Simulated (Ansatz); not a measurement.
## Ga$_{2}$Cu: stiffness from a series of strains

```yaml
crystal:
  lattice:
    - [2.83000, 0.00000, 0.00000]
    - [0.00000, 2.83000, 0.00000]
    - [0.00000, 0.00000, 5.83900]
  atoms:
    - { symbol: Ga, position: [0.50000, 0.50000, 0.29500] }
    - { symbol: Ga, position: [0.50000, 0.50000, 0.70500] }
    - { symbol: Cu, position: [0.00000, 0.00000, 0.00000] }
```

Atoms are numbered in the order listed.

The conventional cell has a = 2.830 Å, b = 2.830 Å, c = 5.839 Å, α = 90.00°, β = 90.00°, γ = 90.00°. Ga (atom 1) has 1 Ga at 2.39 Å and 4 Cu at 2.64 Å as nearest neighbours. Cu (atom 3) has 8 Ga at 2.64 Å and 4 Cu at 2.83 Å as nearest neighbours.

The geometry is COD entry 1524302, unchecked; take it as a test cell.

Theory: Ansatz 0.2.0, DFT, PBEsol, all-electron LAPW, scalar-relativistic.

Settings: a Γ-centred 14×14×7 k mesh, Fermi–Dirac smearing of 0.08 eV, basis error target 1 meV/atom, no spin polarisation.

The strain is applied along the Cartesian axes of the cell as listed (the other components stay zero). Fractional coordinates are held (clamped ions).

σ is the change of stress from the unstrained cell, which is at -3.62 GPa; tension is positive, so slopes are stress–strain coefficients at that pressure. In a metal the k mesh adds noise.

Only quantities that a quadratic follows smoothly over the whole series are listed; rougher ones are left out.

```tsv
εzz	σzz (GPa)	σxx (GPa)
-0.0200	-4.59	-0.75
0.0000	0.00	0.00
0.0100	1.98	0.34
0.0200	3.79	0.65
```

Problem. Fit the series and read off the stiffness at zero strain.

Solution. Least-squares fits y = p0 + p1 x + p2 x² to the rows give σzz (GPa): p1 = 209, p2 = -990; σxx (GPa): p1 = 35, p2 = -130. So C33 = 209 GPa and C13 = 35 GPa, for these axes.

Problem. One run, at εzz = -0.0100, is withheld. Predict its row.

Solution. The fits give -2.20, -0.36; the run gave -2.18, -0.36.
